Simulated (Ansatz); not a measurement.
Relaxed Ti (hcp, Mg type):

```
CELL_PARAMETERS angstrom
      5.87827     0.00000     0.00000
     -1.46957     2.54537     0.00000
      2.93914     0.00000     4.65010
ATOMIC_POSITIONS crystal
  Ti 0.79167 0.66667 0.75000
  Ti 0.29167 0.66667 0.75000
  Ti 0.20833 0.33333 0.25000
  Ti 0.70833 0.33333 0.25000
```

The atoms are displaced by Q × the pattern below (from a DFPT mode at L = (0.5, 0.0, 0.5), largest move 1; Q in Å), at fixed cell. It is one choice among 2 degenerate patterns. (q is in reciprocal vectors of the primitive cell; the cell shown is doubled to hold the pattern.)

```json
[
 {"atom": "Ti1", "x": "0.835", "y": "0.482", "z": "0.000"},
 {"atom": "Ti2", "x": "-0.835", "y": "-0.482", "z": "0.000"},
 {"atom": "Ti3", "x": "0.000", "y": "0.000", "z": "1.000"},
 {"atom": "Ti4", "x": "0.000", "y": "0.000", "z": "-1.000"}
]
```

Calculation: PBE (plane waves to 420 eV, PAW, scalar-relativistic; Ansatz, a program for electronic structure). k mesh 18×18×18 (Γ-centred), Fermi-Dirac smearing 0.05 eV. Energies are smeared free energies. With partly filled bands, energies and forces of such displacements shift with the k mesh and the smearing. Ti is run without spin polarisation. Ti was relaxed with its symmetry unable to fall. ΔE is measured from the undisplaced structure. The last digit holds for this mesh only.

```csv
Q (Å),ΔE (meV/cell)
-0.180,723.5
-0.150,512.4
-0.120,withheld
-0.090,194.7
-0.060,88.1
-0.030,22.3
0.000,0.0
0.030,22.3
0.060,88.1
0.090,194.7
0.120,withheld
0.150,512.4
0.180,723.5
```

### Question
Fit an even polynomial form (powers 2, 4, 6) to the given rows and predict ΔE at Q = 0.120.

### Answer
Least squares on the 11 given rows: ΔE = (25020)·Q² + (-137500)·Q⁴ + (1685000)·Q⁶, in meV/cell with Q in Å; root-mean-square residual 0.16 meV/cell. At 0.120 the fit gives 336.8 meV/cell; the calculation gives 337.1 meV/cell, so the interpolation is off by -0.3 (-0.1 %). The quadratic term alone would give 360.3 meV/cell.

(For displaced atoms, the force is minus the slope of the energy, and its curvature is a force constant, which sets phonon frequencies.)
